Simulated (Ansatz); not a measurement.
Input and command of a plane-wave DFT calculation in Ansatz:

```yaml
crystal:
  lattice:
    - [1.5150780216, 0.8747307036, 4.0640040582]
    - [-1.5150780216, 0.8747307036, 4.0640040582]
    - [0.0, -1.7494614072, 4.0640040582]
  atoms:
    - { symbol: W, position: [0.9760392431, 0.9760392431, 0.9760392431] }
    - { symbol: S, position: [0.7731629793, 0.7731629793, 0.7731629793] }
basis:
  ecutwfc: 420
kpoints:
  mp_grid: { grid: [6, 6, 6] }
hamiltonian:
  xc: pbe
scf:
  occupations: { method: gaussian, width: 0.1 }
  lower_state_search: "off"
output:
  forces: true
  stress: true
  eigenvalues: true
  populations: true
magnetization:
  spin_polarized: true
```

```bash
ansatz run input.yaml --threads 1 --pin off --max-ram 2560MiB --backend cpu --events-out ev --progress --plain --runs-dir out
```

Processor: Intel(R) Xeon(R) Platinum 8488C (Sapphire Rapids), 1 thread, on a host shared with other jobs.

Question: Estimate time, memory and problem size.

Answer: About 1.6 s on 1 thread of Intel(R) Xeon(R) Platinum 8488C (Sapphire Rapids) (shared host), peak memory 0.37 GiB. It solves 16 bands at 32 k points (the mesh reduced by the symmetry that the task leaves, which can be less than the crystal's) with about 637 plane waves, in 10 SCF iterations.
